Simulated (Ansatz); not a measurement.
Consider the following.

Zn$_{2}$SnO$_{4}$:
```
CELL_PARAMETERS angstrom
      0.00000     4.31826     4.31826
      4.31826     0.00000     4.31826
      4.31826     4.31826     0.00000
ATOMIC_POSITIONS crystal
  Zn 0.62500 0.62500 0.62500
  Zn 0.12500 0.62500 0.62500
  Zn 0.62500 0.12500 0.62500
  Zn 0.62500 0.62500 0.12500
  Sn 0.25000 0.25000 0.25000
  Sn 0.00000 0.00000 0.00000
  O  0.86753 0.86753 0.86753
  O  0.39742 0.86753 0.86753
  O  0.86753 0.39742 0.86753
  O  0.86753 0.86753 0.39742
  O  0.38247 0.38247 0.38247
  O  0.85258 0.38247 0.38247
  O  0.38247 0.85258 0.38247
  O  0.38247 0.38247 0.85258
```

This is the PBEsol-relaxed structure.

Problem. All from PBEsol in the plane-wave PAW code Ansatz, unless another level is named. Predict the hole effective mass with spin–orbit coupling, band 1 of 2 at the edge.

Solution. 7.7 along [100], 2.8 along [110], 1.8 along [111] (mₑ).

Problem. Give the band gap.

Solution. 0.44 eV (direct).

Space group Fd-3m (spinel). The cell is a constructed one: a structure type filled with these elements; the Crystallography Open Database copy checked does not list it. Its standing as an ambient phase is unchecked. The PBEsol relaxation kept the symmetry of its start; whether a distortion lowers the energy is not shown. Spin–orbit coupling is left out wherever it is not named.

Potentials: the earlier of the program's two PAW sets. The files were generated under PBE; for other functionals the program regenerates the frozen cores, and for LDA and PBEsol the local potential too.
